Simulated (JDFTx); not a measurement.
An input for JDFTx (a modified build) (Ir(100), CANDLE, water, 1 M NaF; bohr, hartree) and the course of its log:

```
lattice \
  5.1497683269 0.0000000000 0.0000000000 \
  0.0000000000 5.1497683269 0.0000000000 \
  0.0000000000 0.0000000000 44.7865091536
coords-type Lattice
ion Ir 0.0000000000 0.0000000000 -0.1626130800 0
ion Ir 0.5000000000 0.5000000000 -0.0813065400 0
ion Ir 0.0000000000 0.0000000000 0.0000000000 0
ion Ir 0.5000000000 0.5000000000 0.0813065400 0
ion Ir 0.0000000000 0.0000000000 0.1626130800 0
ion-species pseudo/ir_pbe_v1.2.upf
elec-cutoff 20 100
elec-ex-corr gga-PBE
coulomb-interaction Slab 001
coulomb-truncation-embed 0 0 0
kpoint-folding 12 12 1
elec-smearing Fermi 0.01
elec-n-bands 50
electronic-scf nIterations 100 energyDiffThreshold 1e-08
fluid LinearPCM
pcm-variant CANDLE
fluid-solvent H2O
fluid-cation Na+ 1
fluid-anion F- 1
fluid-minimize nIterations 400 knormThreshold 1e-11
wavefunction read vac.wfns
elec-initial-eigenvals vac.eigenvals
dump-name f0.$VAR
dump End State Ecomponents EigStats BandEigs Forces ElecDensity IonicPositions Fillings Kpoints Dtot FluidDebug BoundCharge FluidDensity
```

```
[one cycle in 5 is shown, and the last three; fluid-solver lines are left out]
	FillingsUpdate:  mu: -0.194976665  nElectrons: 75.000000
SCF: Cycle:  0   F: -382.266933424459239   dF: +3.179e-05   |Residual|: 1.669e-03   |deigs|: 1.688e-04
	FillingsUpdate:  mu: -0.192184184  nElectrons: 75.000000
SCF: Cycle:  5   F: -382.267010705603980   dF: -4.478e-06   |Residual|: 2.451e-04   |deigs|: 7.593e-04
	FillingsUpdate:  mu: -0.191334427  nElectrons: 75.000000
SCF: Cycle: 10   F: -382.267010590420398   dF: +8.016e-07   |Residual|: 2.903e-04   |deigs|: 3.899e-04
	FillingsUpdate:  mu: -0.191280646  nElectrons: 75.000000
SCF: Cycle: 15   F: -382.267012155038799   dF: -2.282e-07   |Residual|: 2.413e-05   |deigs|: 1.012e-04
	FillingsUpdate:  mu: -0.191276994  nElectrons: 75.000000
SCF: Cycle: 20   F: -382.267012146442994   dF: +1.389e-08   |Residual|: 2.652e-05   |deigs|: 9.001e-06
	FillingsUpdate:  mu: -0.191265195  nElectrons: 75.000000
SCF: Cycle: 25   F: -382.267012140554300   dF: +1.866e-08   |Residual|: 2.467e-05   |deigs|: 1.272e-05
	FillingsUpdate:  mu: -0.191262941  nElectrons: 75.000000
SCF: Cycle: 30   F: -382.267012156271107   dF: -1.688e-08   |Residual|: 1.150e-05   |deigs|: 2.048e-05
	FillingsUpdate:  mu: -0.191266916  nElectrons: 75.000000
SCF: Cycle: 35   F: -382.267012160329841   dF: -1.402e-08   |Residual|: 5.288e-06   |deigs|: 1.613e-05
	FillingsUpdate:  mu: -0.191266718  nElectrons: 75.000000
SCF: Cycle: 40   F: -382.267012160376396   dF: -2.021e-08   |Residual|: 6.159e-06   |deigs|: 1.908e-05
	FillingsUpdate:  mu: -0.191265338  nElectrons: 75.000000
SCF: Cycle: 45   F: -382.267012159662102   dF: -1.351e-08   |Residual|: 6.303e-06   |deigs|: 1.917e-05
	FillingsUpdate:  mu: -0.191263438  nElectrons: 75.000000
SCF: Cycle: 50   F: -382.267012157921897   dF: -1.499e-08   |Residual|: 8.940e-06   |deigs|: 2.230e-05
	FillingsUpdate:  mu: -0.191266678  nElectrons: 75.000000
SCF: Cycle: 55   F: -382.267012160269132   dF: -1.484e-08   |Residual|: 5.463e-06   |deigs|: 1.774e-05
	FillingsUpdate:  mu: -0.191260876  nElectrons: 75.000000
SCF: Cycle: 60   F: -382.267012158689852   dF: -2.094e-08   |Residual|: 8.233e-06   |deigs|: 2.565e-05
	FillingsUpdate:  mu: -0.191267814  nElectrons: 75.000000
SCF: Cycle: 65   F: -382.267012159910507   dF: -1.250e-08   |Residual|: 1.404e-05   |deigs|: 2.643e-05
	FillingsUpdate:  mu: -0.191295995  nElectrons: 75.000000
SCF: Cycle: 70   F: -382.267012102466197   dF: +3.223e-08   |Residual|: 5.683e-05   |deigs|: 3.295e-05
	FillingsUpdate:  mu: -0.191283994  nElectrons: 75.000000
SCF: Cycle: 75   F: -382.267012146409513   dF: -3.735e-08   |Residual|: 3.532e-05   |deigs|: 3.449e-05
	FillingsUpdate:  mu: -0.191287273  nElectrons: 75.000000
SCF: Cycle: 80   F: -382.267012103531727   dF: +3.881e-08   |Residual|: 5.875e-05   |deigs|: 2.808e-05
	FillingsUpdate:  mu: -0.191262504  nElectrons: 75.000000
SCF: Cycle: 85   F: -382.267012101138903   dF: +5.601e-08   |Residual|: 4.748e-05   |deigs|: 1.564e-05
	FillingsUpdate:  mu: -0.191253964  nElectrons: 75.000000
SCF: Cycle: 90   F: -382.267012134850745   dF: +1.931e-08   |Residual|: 2.840e-05   |deigs|: 2.660e-05
	FillingsUpdate:  mu: -0.191259243  nElectrons: 75.000000
SCF: Cycle: 95   F: -382.267012106702168   dF: +4.753e-08   |Residual|: 3.952e-05   |deigs|: 2.245e-05
	FillingsUpdate:  mu: -0.191262452  nElectrons: 75.000000
SCF: Cycle: 97   F: -382.267012156067494   dF: -1.032e-08   |Residual|: 1.070e-05   |deigs|: 2.148e-05
	FillingsUpdate:  mu: -0.191304267  nElectrons: 75.000000
SCF: Cycle: 98   F: -382.267012069831878   dF: +8.624e-08   |Residual|: 6.034e-05   |deigs|: 4.310e-05
	FillingsUpdate:  mu: -0.191280233  nElectrons: 75.000000
SCF: Cycle: 99   F: -382.267012154626627   dF: -8.479e-08   |Residual|: 1.798e-05   |deigs|: 2.549e-05
SCF: None of the convergence criteria satisfied after 100 iterations.
IonicMinimize: Iter:   0  F: -382.267012154626627  |grad|_K:  0.000e+00
IonicMinimize: Converged (|grad|_K<1.000000e-04).
```

This run gave no converged result. The loop ran out of cycles short of its threshold. It has stalled and not diverged: the last ten energies span 9e-08 Ha, so the total is near its end, but levels, forces and charges aren't shown converged.
